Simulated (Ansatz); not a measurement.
Hf3ZnN in space group Cmcm (No. 63; Hf on 8f, Hf on 4c, Zn on 4c, N on 4a), the program Ansatz at the r²SCAN level (PAW), all energies at zero smearing, with the estimated change up to a 700 eV cutoff added, with one set of potentials and settings (totals compare only within such a set). Cell of 10 atoms (6 Hf, 2 Zn, 2 N): -101829.144 eV.

```csv
element,reference phase,E (eV/atom)
Hf,"P6_3/mmc, 2 atoms in the cell",-15733.0631
Zn,"P6_3/mmc, 2 atoms in the cell",-3325.6729
N,"Pa-3, 8 atoms in the cell",-384.8315
```

Formation energy per atom, worked out: (-101829.144 − 6×(-15733.0631) − 2×(-3325.6729) − 2×(-384.8315))/10 = -0.976 eV/atom (-94 kJ per mol of atoms), at 0 K, without zero-point energy or fitted corrections.

The workflow started from a Materials Project entry (that database holds measured and hypothetical structures alike); the Crystallography Open Database copy checked does not list it. Its standing as an ambient phase is unchecked. Symmetry was held in the r²SCAN relaxation; its stability against distortions is not shown here. The run is not spin-polarised. The references are the lowest solids computed at this level, not always the standard phases (solids in place of the gases). Scalar-relativistic: spin–orbit coupling is off unless named, which matters more the heavier the elements.

Potentials: the later of the program's two PAW sets.
